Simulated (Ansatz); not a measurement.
A generator proposed this cell of Al₂O.

```
Al O
1.0
    -1.38139    1.38139    4.77996
     1.38139   -1.38139    4.77996
     1.38139    1.38139   -4.77996
Al O
2 1
Direct
  0.35823 0.35823 0.00000
  0.64177 0.64177 0.00000
  0.00000 0.00000 0.00000
```

Theory: DFT PBE, scalar-relativistic, plane waves, PAW in Ansatz. Plane waves to 420 eV, a k mesh through Γ of 8×8×8 on the computed 3-atom cell and Gaussian smearing (0.10 eV); no spin polarisation.

Energies over the elements count from the elements' standard structures at the same level (O₂ as a molecule), with no fitted energy shifts.

Problem. What does a single point on this coarse mesh give?

Solution. The pressure is 1.9 GPa (the mean over three directions, positive in compression), the largest force is 0.69 eV/Å, and the energy is −0.50 eV/atom against the elements. The shortest distance is 2.38 Å.

Problem. How much does it gain on relaxing, and where does it end?

Solution. Relaxing gains under 0.1 eV/atom (the start's value is from the coarse mesh, so the gain is rough) in 10 ionic steps and ends at −0.53 eV/atom on the finer mesh. The symmetry stays I4/mmm (No. 139). The volume per atom stays near 12.1 Å³. The shortest distance goes from 2.38 Å (Al–O) to 2.41 Å (Al–O). Conventional cell: a = 2.804 Å, c = 9.269 Å. Around Al lie 4 O at 2.41 Å and 9 Al at 2.73–2.80 Å; O has 8 Al at 2.41 Å.

The last run used a 22×22×22 mesh for its 3-atom cell and Gaussian smearing of 0.10 eV. The relaxation can't lower the symmetry of the start. A structure relaxed within its symmetry needn't be a true minimum. Another cell of Al2O relaxed alike, in P4/mmm, lies 0.50 eV/atom lower, so this cell isn't the stable form at this level.
